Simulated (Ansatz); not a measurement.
Trial structure of CdS5, not yet relaxed:

```
Cd S
1.0
     6.10384    0.00000    0.00000
    -3.05192    5.28608    0.00000
     0.00000    0.00000    4.74305
Cd S
1 5
Direct
  0.00000 0.00000 0.00000
  0.33333 0.66667 0.00000
  0.66667 0.33333 0.00000
  0.50000 0.00000 0.50000
  0.50000 0.50000 0.50000
  0.00000 0.50000 0.50000
```

Level of theory: DFT PBE, scalar-relativistic, plane waves, PAW in Ansatz. Settings: cutoff 420 eV, Γ-centred mesh 3×3×4 on the computed 6-atom cell, Gaussian smearing of 0.10 eV; no spin polarisation.

Energies over the elements count from the elements' standard structures at the same level, with no fitted energy shifts.

Question: What does a single point on this coarse mesh give?

Answer: The pressure is -9.8 GPa (the mean over three directions, positive in compression), the largest force is 0.00 eV/Å (symmetry fixes the atoms), and the energy is +1.09 eV/atom against the elements. The shortest distance is 2.95 Å.

Question: How much does it gain on relaxing, and where does it end?

Answer: Relaxing gains about 0.48 eV/atom (the start's value is from the coarse mesh, so the gain is rough) in 20 ionic steps and ends at +0.61 eV/atom on the finer mesh. The symmetry stays P6/mmm (No. 191). The volume per atom shrinks by 19.6 %, from 25.5 to 20.5 Å³. The shortest distance goes from 2.95 Å (S–S) to 2.50 Å (S–S). The ratio c/a of the conventional cell changes by a factor of 0.62. Conventional cell: a = 6.669 Å, c = 3.194 Å. Cd has 2 Cd at 3.19 Å; S on a site of symmetry -6m2 is surrounded by 6 S at 2.50 Å; around S on a site of symmetry mmm lie 4 S at 2.50 Å.

The last run used a 6×6×12 mesh (in the run's order of axes) for its 6-atom cell and Gaussian smearing of 0.10 eV. The reference form of S is held partly by dispersion forces, which this level lacks. The relaxation can't lower the symmetry of the start. Symmetry constrained the relaxation, so the result can be a saddle point. Another cell of CdS5 relaxed alike, in P6/mmm, lies 0.31 eV/atom lower, so this cell isn't the stable form at this level.
